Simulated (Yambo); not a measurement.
SnO (space group P4/nmm, No. 129), G0W0@PBEsol in Yambo with this input:

```
rim_cut
gw0
dyson
el_el_corr
HF_and_locXC
ppa
em1d
RandQpts= 1000000
RandGvec= 1 Ry
EXXRLvcs= 84 Ry
VXCRLvcs= 336 Ry
Chimod= "HARTREE"
% BndsRnXp
 1 | 138 |
%
NGsBlkXp= 8 Ry
% LongDrXp
 1.0 | 1.0 | 1.0 |
%
PPAPntXp= 27.2114 eV
% GbndRnge
 1 | 138 |
%
GTermKind= "BG"
DysSolver= "n"
ExtendOut
```

On a 4×4×4 mesh, with wavefunctions cut at 84 Ry, the gap (Γ → M) is 0.485 eV and the valence edge shifts by -0.398 eV.

Q: What happens with this change: no terminator?

A: The gap falls by 0.102 eV, to 0.383 eV; the shift of the valence edge becomes -0.220 eV. Neither run is shown to be the converged limit.

The standard potential for Sn keeps a d shell in the valence without the s and p states of that shell. In tests on such compounds this moved G0W0 gaps by up to about 0.9 eV, so absolute quasiparticle energies here are unreliable; differences between settings are what counts.

Spin-orbit coupling is not included.

Geometry of the Materials Project entry, not relaxed at this level; primitive cell a = b = 3.8137 Å, c = 4.8869 Å, α = β = γ = 90.00°.

A shift is the quasiparticle energy of the state minus its PBEsol energy.

The distance between layers or molecules is the database entry's, not relaxed here. Functionals without dispersion can leave it too large, which widens gaps and weakens the response across layers: the numbers belong to this cell.
